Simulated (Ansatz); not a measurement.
**Clamped-ion strain scan in Si**

Level of theory: DFT r2SCAN, scalar-relativistic, plane waves, PAW (Ansatz 0.2.0). Settings: plane waves to 500 eV, k-mesh 10×10×10 (Γ-centred), Gaussian smearing 0.05 eV. No spin polarisation. Energies are free energies at this smearing, counted from the undisturbed cell; pressure is positive in compression.

The starting cell (as given, not relaxed at this level; it stands at 0.7 GPa):

```xyz
2
Lattice="0.0000 2.7155 2.7155 2.7155 0.0000 2.7155 2.7155 2.7155 0.0000" Properties=species:S:1:pos:R:3 pbc="T T T"
Si    2.7155    2.7155    2.7155
Si    4.0732    4.0732    4.0732
```

The cell is strained by ε times the Voigt pattern (0, 0, 1, 0, 0, 0) (xx, yy, zz, yz, xz, xy; engineering shear) with fractional coordinates fixed.

```csv
ε,ΔE (meV/atom),"stress summed along the pattern (GPa, tension positive)",pressure (GPa),gap on the mesh (eV)
-0.1000,120.7,-18.72,?,0.00
-0.0750,69.1,-14.22,9.6,0.00
-0.0500,32.0,-9.62,6.3,0.09
-0.0250,?,?,3.4,0.43
0.0000,0.0,-0.72,0.7,0.77
0.0250,4.3,3.45,-1.6,0.67
0.0500,21.3,7.40,-3.7,0.57
0.0750,50.3,11.12,-5.6,0.48
0.0875,69.1,?,?,0.43
0.1000,90.6,14.59,-7.2,0.38
```

Where the gap reads zero the k-mesh, chosen for the insulator, is on the coarse side.

Task: Give the withheld values.

Result: pressure (GPa) at ε = -0.1000: 13.1; ΔE (meV/atom) at ε = -0.0250: 9.0; stress summed along the pattern (GPa, tension positive) at ε = -0.0250: -5.09; stress summed along the pattern (GPa, tension positive) at ε = 0.0875: 12.89; pressure (GPa) at ε = 0.0875: -6.4.